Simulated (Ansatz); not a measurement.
Fe$_{2}$As:
```yaml
crystal:
  lattice:
    - [3.81572, 0.00000, 0.00000]
    - [0.00000, 3.81572, 0.00000]
    - [0.00000, 0.00000, 5.77970]
  atoms:
    - { symbol: Fe, position: [0.00000, 0.00000, 0.00000], spin: 2.6 }
    - { symbol: Fe, position: [0.50000, 0.50000, 0.00000], spin: 2.6 }
    - { symbol: Fe, position: [0.00000, 0.50000, 0.27879], spin: 3.0 }
    - { symbol: Fe, position: [0.50000, 0.00000, 0.72121], spin: 3.0 }
    - { symbol: As, position: [0.00000, 0.50000, 0.71670], spin: 0.0 }
    - { symbol: As, position: [0.50000, 0.00000, 0.28330], spin: 0.0 }
```

Relaxed with r²SCAN. Special points in fractions of this cell's reciprocal vectors: Γ (0.000, 0.000, 0.000); X (0.000, 0.500, 0.000); M (0.500, 0.500, 0.000); Z (0.000, 0.000, 0.500); R (0.000, 0.500, 0.500); A (0.500, 0.500, 0.500).

Q: List the band energies nearest the Fermi level at these points for plane-wave PAW r²SCAN (Ansatz code).

A: In eV from the Fermi level; about four levels below and three above (degenerate sets whole), none deeper than 8.9 eV; points with the same levels are listed once.

```
k                            below                above
---  -----------------------------  -------------------
Γ ↑  -2.07 -2.07 -2.05 -1.73 -0.76       1.29 1.29 1.58
X ↑        -1.50 -1.50 -1.06 -1.06  1.16 1.16 3.98 3.98
M ↑        -1.91 -1.91 -1.47 -1.47  1.35 1.35 4.47 4.47
Z ↑        -1.72 -1.62 -0.83 -0.83       0.52 0.52 3.36
R ↑        -2.32 -2.32 -2.08 -2.08  1.08 1.08 1.69 1.69
A ↑        -1.90 -1.90 -1.16 -1.16  4.66 4.66 5.24 5.24
Γ ↓        -1.51 -1.15 -1.11 -1.11  0.64 0.64 0.90 0.90
X ↓        -1.72 -1.72 -0.87 -0.87  0.20 0.20 0.63 0.63
M ↓        -0.63 -0.63 -0.54 -0.54  0.14 0.14 0.69 0.69
Z ↓  -1.03 -1.03 -0.54 -0.48 -0.48       0.74 1.39 1.44
R ↓        -1.70 -1.70 -0.84 -0.84  0.47 0.47 0.64 0.64
A ↓        -1.01 -1.01 -0.55 -0.55  0.67 0.67 0.89 0.89
```

Space group P4/nmm. The workflow started from an entry of the Crystallography Open Database (COD). Whether it is the stable phase at ambient conditions was not checked. Symmetry was held in the r²SCAN relaxation; whether a distortion lowers the energy is not shown. The final state is ferromagnetic, the only order run, not a proven ground state. Other orbital occupations within this spin state were not tried. Scalar-relativistic: spin–orbit coupling is off unless named, which matters more the heavier the elements.

Potentials: the later of the program's two PAW sets.
